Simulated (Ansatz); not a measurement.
A geometry of ZrO2 away from equilibrium: step 10 of the relaxation of a generated trial cell of ZrO2 in the 2H-MoS2 structure type. Calculation: PBEsol (plane waves to 420 eV, PAW, scalar-relativistic; Ansatz, a program for electronic structure). Γ-centred k-mesh 10×10×3 on the run's cell (coarser than for final values), Fermi–Dirac smearing 0.05 eV.

```
ZrO2
1.0
    3.09250     0.00000     0.00000
   -1.54625     2.67818     0.00000
    0.00000     0.00000     9.22213
Zr O
2 4
Direct
  0.33333   0.66667   0.25000
  0.66667   0.33333   0.75000
  0.33333   0.66667   0.62487
  0.66667   0.33333   0.12487
  0.66667   0.33333   0.37513
  0.33333   0.66667   0.87513
```

### Question
Which atoms carry the largest force, and which way does it point?

### Answer
0.02 eV/Å, on O3, O4, O5, O6 (atoms numbered as listed); on O3 its components are (0.00, 0.00, -0.02).

### Question
What is the pressure?

### Answer
+4.7 GPa, compression positive.

### Question
How much energy per atom can still be gained by relaxing?

### Answer
0.01 eV/atom; the path ends in P6₃/mmc (No. 194).

No spin polarisation in the result. Without a van der Waals term the distances between weakly bound units are poorly fixed.

The run could not lose the symmetry of its start, so the end can be a saddle point.

The end of the path is a generated cell of ZrO2: the first start was made by placing the elements on the sites of a structure type, and the end was not matched to a known phase here, so it may be hypothetical. Known forms of ZrO2 include space group No. 14, 137, 225.
